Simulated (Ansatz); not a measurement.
Problem. Each is relaxed and computed with plane-wave PAW PBEsol (Ansatz code). Which is the only metal?
A) BaSi, Cmcm (Ba on 4c, Si on 4c)
B) SiC, P6_422 (Si on 3c, C on 3d)
C) SiBi2O5, Cmc2_1 (Pearson symbol oS32)
D) YSiNO2, P4/mmm (Y on 1b, Si on 1c, N on 1d, O on 2f)

Solution. A, BaSi, Cmcm (Ba on 4c, Si on 4c). BaSi: metal; SiBi2O5: gap 2.70 eV; SiC: gap 0.77 eV (indirect); YSiNO2: gap 1.51 eV (indirect). Typed or built starts, not in the databases checked: SiC, P6_422 (Si on 3c, C on 3d); YSiNO2, P4/mmm (Y on 1b, Si on 1c, N on 1d, O on 2f). Not the usual ambient phase: SiC, P6_422 (Si on 3c, C on 3d). Standing as an ambient phase not checked: BaSi, Cmcm (Ba on 4c, Si on 4c); SiBi2O5, Cmc2_1 (Pearson symbol oS32). Unstable at this level: YSiNO2, P4/mmm (Y on 1b, Si on 1c, N on 1d, O on 2f). All cells were relaxed under the symmetry of their starts (and spin orders); stability against distortions was not tested throughout. Rows with no word on spin ran without spin polarisation. Spin–orbit coupling is left out wherever it is not named.

Potentials: the later of the program's two PAW sets.
